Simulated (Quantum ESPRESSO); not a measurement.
## Mg2In3PtW2 (one run as intended and one with a planted mistake)

A calculation, not a measurement. The program is pw.x of Quantum ESPRESSO 7.5 (plane-wave density functional theory). The cell is made up: eight metal atoms on a face-centred cubic lattice, with elements, volume, strain and displacements drawn at random and not relaxed, so it may be unstable or far from any real phase. PseudoDojo standard norm-conserving files set the functional (PBE unless stated); there is no spin polarisation or spin-orbit coupling, the Fermi-Dirac width of 0.25 eV means electrons at about 2900 K, and the masses in the input are unused placeholders. Heavy elements are run without spin-orbit coupling, which real alloys of them have. A spin test at this wide smearing found no moment, but such smearing suppresses magnetism that the real alloy may have.

Intended input:

```
&control calculation='scf', pseudo_dir='./dojo.nc.sr.pbe.v0_5.standard.upf', outdir='./o', disk_io='minimal', tprnfor=.true., tstress=.true. /
&system ibrav=0, nat=8, ntyp=4, nbnd=65, ecutwfc=84.00895049, nosym=.true., tot_charge=0,
 occupations='smearing', smearing='fd', degauss=0.0183746611
/
&electrons conv_thr=1.470e-08, electron_maxstep=70, mixing_beta=0.5 /
ATOMIC_SPECIES
In 1.0 In.upf
Mg 1.0 Mg.upf
Pt 1.0 Pt.upf
W 1.0 W.upf
CELL_PARAMETERS angstrom
2.0659 4.2046 2.0638
2.2026 -4.3564 2.2308
2.1734 0.091 -6.481
ATOMIC_POSITIONS angstrom
Mg -0.0296 0.0088 0.0453
In 2.2696 -2.2102 0.0528
In 2.1754 -0.0529 -2.1934
Pt 4.3273 -2.1695 -2.1607
W 2.1781 -0.0647 2.1691
In 2.1375 2.1057 -0.0955
W 4.322 -0.0336 0.0082
Mg 4.2464 2.1427 -2.2988
K_POINTS automatic
5 5 4 1 1 1
```

The log is shortened where brackets say so; the opening notice, blank lines, dates and the lines on written files are dropped, and the path of the files is cut. It prints rydbergs, bohrs and kilobars, and counts compression as positive stress. Its total energy is the free energy E - TS of the whole cell.

Log of the intended run:

```
     Program PWSCF v.7.5
     Parallel version (MPI & OpenMP), running on       4 processor cores
     Number of MPI processes:                 4
     Threads/MPI process:                     1
     [start-up lines left out]
     bravais-lattice index     =            0
     lattice parameter (alat)  =       9.6738  a.u.
     unit-cell volume          =    1068.0559 (a.u.)^3
     number of atoms/cell      =            8
     number of atomic types    =            4
     number of electrons       =       105.00
     number of Kohn-Sham states=           65
     kinetic-energy cutoff     =      84.0090  Ry
     charge density cutoff     =     336.0358  Ry
     scf convergence threshold =      1.5E-08
     mixing beta               =       0.5000
     number of iterations used =            8  plain     mixing
     Exchange-correlation= PBE
                           (   1   4   3   4   0   0   0)
     [axes and pseudopotential details left out]
   Cartesian axes
     site n.     atom                  positions (alat units)
         1        Mg     tau(   1) = (  -0.0057822   0.0017190   0.0088491  )
         2        In     tau(   2) = (   0.4433534  -0.4317499   0.0103142  )
         3        In     tau(   3) = (   0.4249519  -0.0103337  -0.4284681  )
         4        Pt     tau(   4) = (   0.8453133  -0.4237994  -0.4220804  )
         5        W      tau(   5) = (   0.4254794  -0.0126388   0.4237213  )
         6        In     tau(   6) = (   0.4175484   0.4113364  -0.0186554  )
         7        W      tau(   7) = (   0.8442779  -0.0065636   0.0016018  )
         8        Mg     tau(   8) = (   0.8295099   0.4185642  -0.4490574  )
     number of k points=    50  Fermi-Dirac smearing, width (Ry)=  0.0184
                       cart. coord. in units 2pi/alat
        k(    1) = (   0.2536839   0.0037853  -0.0136082), wk =   0.0400000
        k(    2) = (   0.4022295   0.0032768  -0.1612689), wk =   0.0400000
     [further k points left out]
     Dense  grid:   111151 G-vectors     FFT dimensions: (  60,  60,  75)
     Estimated max dynamical RAM per process >     373.12 MB
     Estimated total dynamical RAM >       1.38 GB
     Initial potential from superposition of free atoms
     starting charge     104.9855, renormalised to     105.0000
     Starting wfcs are   67 randomized atomic wfcs
     total cpu time spent up to now is        5.0 secs
     per-process dynamical memory:   284.0 Mb
     Self-consistent Calculation
     iteration #  1     ecut=    84.01 Ry     beta= 0.50
     Davidson diagonalization with overlap
     ethr =  1.00E-02,  avg # of iterations =  5.4
     Threshold (ethr) on eigenvalues was too large:
     Diagonalizing with lowered threshold
     Davidson diagonalization with overlap
     ethr =  6.51E-04,  avg # of iterations =  2.0
     total cpu time spent up to now is       29.2 secs
     total energy              =   -1200.34827200 Ry
     estimated scf accuracy    <       0.69988615 Ry
     iteration #  2     ecut=    84.01 Ry     beta= 0.50
     Davidson diagonalization with overlap
     ethr =  6.67E-04,  avg # of iterations =  3.2
     total cpu time spent up to now is       41.7 secs
     total energy              =   -1200.41324671 Ry
     estimated scf accuracy    <       2.84261865 Ry
     [iterations 3 to 10 left out]
     iteration # 11     ecut=    84.01 Ry     beta= 0.50
     Davidson diagonalization with overlap
     ethr =  4.90E-09,  avg # of iterations =  2.0
     total cpu time spent up to now is      143.9 secs
     total energy              =   -1200.69754611 Ry
     estimated scf accuracy    <       0.00000002 Ry
     iteration # 12     ecut=    84.01 Ry     beta= 0.50
     Davidson diagonalization with overlap
     ethr =  2.27E-11,  avg # of iterations =  4.1
     total cpu time spent up to now is      157.9 secs
     End of self-consistent calculation
     [lines on levels left out]
!    total energy              =   -1200.69754611 Ry
     estimated scf accuracy    <          9.6E-09 Ry
     smearing contrib. (-TS)   =      -0.10205212 Ry
     internal energy E=F+TS    =   -1200.59549399 Ry
     The total energy is F=E-TS. E is the sum of the following terms:
     one-electron contribution =    -394.16410352 Ry
     hartree contribution      =     248.29031623 Ry
     xc contribution           =    -265.60808702 Ry
     ewald contribution        =    -789.11361968 Ry
     convergence has been achieved in  12 iterations
     Forces acting on atoms (cartesian axes, Ry/au):
     atom    1 type  2   force =    -0.01819752   -0.00098901    0.02114399
     atom    2 type  1   force =    -0.01722886    0.01235528   -0.00239263
     atom    3 type  1   force =     0.04715504    0.00309822   -0.02772533
     atom    4 type  3   force =     0.00781795    0.00067909   -0.00658487
     atom    5 type  4   force =     0.03167221   -0.00579719   -0.04337857
     atom    6 type  1   force =    -0.01031792   -0.00524374    0.02756652
     atom    7 type  4   force =    -0.04572767    0.00047181    0.03000517
     atom    8 type  2   force =     0.00482676   -0.00457445    0.00136573
     Total force =     0.105788     Total SCF correction =     0.000213
     Computing stress (Cartesian axis) and pressure
          total   stress  (Ry/bohr**3)                   (kbar)     P=      -49.79
  -0.00043463   0.00008426   0.00014945          -63.94       12.40       21.98
   0.00008426  -0.00016624   0.00013151           12.40      -24.45       19.35
   0.00014945   0.00013151  -0.00041444           21.98       19.35      -60.97
     init_run     :      4.65s CPU      4.88s WALL (       1 calls)
     electrons    :    151.32s CPU    152.88s WALL (       1 calls)
     forces       :      1.90s CPU      1.92s WALL (       1 calls)
     stress       :      6.50s CPU      6.64s WALL (       1 calls)
     [timing details left out]
     PWSCF        :   2m44.54s CPU   2m46.51s WALL
     JOB DONE.
```

A second run has one planted mistake: one atom is of a wrong element. The input lines that differ:

```
- &system ibrav=0, nat=8, ntyp=4, nbnd=65, ecutwfc=84.00895049, nosym=.true., tot_charge=0,
+ &system ibrav=0, nat=8, ntyp=5, nbnd=68, ecutwfc=84.00895049, nosym=.true., tot_charge=0,
+ Zn 1.0 Zn.upf
- In 2.1754 -0.0529 -2.1934
+ Zn 2.1754 -0.0529 -2.1934
```

Its log:

```
     Program PWSCF v.7.5
     Parallel version (MPI & OpenMP), running on       4 processor cores
     Number of MPI processes:                 4
     Threads/MPI process:                     1
     [start-up lines left out]
     bravais-lattice index     =            0
     lattice parameter (alat)  =       9.6738  a.u.
     unit-cell volume          =    1068.0559 (a.u.)^3
     number of atoms/cell      =            8
     number of atomic types    =            5
     number of electrons       =       112.00
     number of Kohn-Sham states=           68
     kinetic-energy cutoff     =      84.0090  Ry
     charge density cutoff     =     336.0358  Ry
     scf convergence threshold =      1.5E-08
     mixing beta               =       0.5000
     number of iterations used =            8  plain     mixing
     Exchange-correlation= PBE
                           (   1   4   3   4   0   0   0)
     [axes and pseudopotential details left out]
   Cartesian axes
     site n.     atom                  positions (alat units)
         1        Mg     tau(   1) = (  -0.0057822   0.0017190   0.0088491  )
         2        In     tau(   2) = (   0.4433534  -0.4317499   0.0103142  )
         3        Zn     tau(   3) = (   0.4249519  -0.0103337  -0.4284681  )
         4        Pt     tau(   4) = (   0.8453133  -0.4237994  -0.4220804  )
         5        W      tau(   5) = (   0.4254794  -0.0126388   0.4237213  )
         6        In     tau(   6) = (   0.4175484   0.4113364  -0.0186554  )
         7        W      tau(   7) = (   0.8442779  -0.0065636   0.0016018  )
         8        Mg     tau(   8) = (   0.8295099   0.4185642  -0.4490574  )
     number of k points=    50  Fermi-Dirac smearing, width (Ry)=  0.0184
                       cart. coord. in units 2pi/alat
        k(    1) = (   0.2536839   0.0037853  -0.0136082), wk =   0.0400000
        k(    2) = (   0.4022295   0.0032768  -0.1612689), wk =   0.0400000
     [further k points left out]
     Dense  grid:   111151 G-vectors     FFT dimensions: (  60,  60,  75)
     Estimated max dynamical RAM per process >     391.56 MB
     Estimated total dynamical RAM >       1.45 GB
     Initial potential from superposition of free atoms
     starting charge     111.9893, renormalised to     112.0000
     Starting wfcs are   68 randomized atomic wfcs
     total cpu time spent up to now is        5.3 secs
     per-process dynamical memory:   295.7 Mb
     Self-consistent Calculation
     iteration #  1     ecut=    84.01 Ry     beta= 0.50
     Davidson diagonalization with overlap
     ethr =  1.00E-02,  avg # of iterations =  6.2
     Threshold (ethr) on eigenvalues was too large:
     Diagonalizing with lowered threshold
     Davidson diagonalization with overlap
     ethr =  6.62E-04,  avg # of iterations =  1.8
     total cpu time spent up to now is       30.4 secs
     total energy              =   -1485.51057154 Ry
     estimated scf accuracy    <       0.75329073 Ry
     iteration #  2     ecut=    84.01 Ry     beta= 0.50
     Davidson diagonalization with overlap
     ethr =  6.73E-04,  avg # of iterations =  3.2
     total cpu time spent up to now is       43.6 secs
     total energy              =   -1485.52498222 Ry
     estimated scf accuracy    <       3.40435068 Ry
     [iterations 3 to 10 left out]
     iteration # 11     ecut=    84.01 Ry     beta= 0.50
     Davidson diagonalization with overlap
     ethr =  1.51E-09,  avg # of iterations =  2.0
     total cpu time spent up to now is      150.2 secs
     total energy              =   -1485.88120549 Ry
     estimated scf accuracy    <       0.00000005 Ry
     iteration # 12     ecut=    84.01 Ry     beta= 0.50
     Davidson diagonalization with overlap
     ethr =  4.37E-11,  avg # of iterations =  3.6
     total cpu time spent up to now is      163.8 secs
     End of self-consistent calculation
     [lines on levels left out]
!    total energy              =   -1485.88120550 Ry
     estimated scf accuracy    <          9.7E-09 Ry
     smearing contrib. (-TS)   =      -0.10058995 Ry
     internal energy E=F+TS    =   -1485.78061555 Ry
     The total energy is F=E-TS. E is the sum of the following terms:
     one-electron contribution =    -704.81262073 Ry
     hartree contribution      =     394.49157206 Ry
     xc contribution           =    -270.17003325 Ry
     ewald contribution        =    -905.28953364 Ry
     convergence has been achieved in  12 iterations
     Forces acting on atoms (cartesian axes, Ry/au):
     atom    1 type  2   force =    -0.01347244   -0.00098925    0.01638733
     atom    2 type  1   force =    -0.00484451    0.00972890   -0.01423243
     atom    3 type  5   force =     0.03065826    0.00155180   -0.02267626
     atom    4 type  3   force =     0.00032400    0.00192790   -0.00130936
     atom    5 type  4   force =     0.02652874   -0.00641102   -0.03793857
     atom    6 type  1   force =     0.00541052   -0.00298978    0.01513860
     atom    7 type  4   force =    -0.04041919    0.00081662    0.03160439
     atom    8 type  2   force =    -0.00418539   -0.00363517    0.01302630
     Total force =     0.086712     Total SCF correction =     0.000518
     Computing stress (Cartesian axis) and pressure
          total   stress  (Ry/bohr**3)                   (kbar)     P=      -95.27
  -0.00073791   0.00006141   0.00016315         -108.55        9.03       24.00
   0.00006141  -0.00050541   0.00010830            9.03      -74.35       15.93
   0.00016315   0.00010830  -0.00069948           24.00       15.93     -102.90
     init_run     :      4.87s CPU      5.09s WALL (       1 calls)
     electrons    :    155.19s CPU    158.52s WALL (       1 calls)
     forces       :      1.98s CPU      2.00s WALL (       1 calls)
     stress       :      6.94s CPU      7.10s WALL (       1 calls)
     [timing details left out]
     PWSCF        :   2m49.14s CPU   2m52.90s WALL
     JOB DONE.
```

```
                                            intended run  run with the mistake
                          free energy (eV)    -16336.322            -20216.444
         entropy term -TS, part of it (eV)        -1.388                -1.369
                            pressure (GPa)         -4.98                 -9.53
size of the largest force component (eV/Å)         1.212                 1.039
largest change of a force component (eV/Å)                               0.424
                                iterations            12                    12
```

For scale, a rerun of the intended cell at a higher cutoff and on a denser mesh moved values by no more than 0.004 eV in energy, 0.03 GPa in stress and 0.009 eV/Å in force, and a second program with other atomic files agreed on that cell to 2 % rms in force and 0.5 GPa in pressure. Files of another functional or element have another zero of energy, so the energy change says nothing on stability. The number of bands, nbnd, was set by rule from the electron count, so it follows the mistake.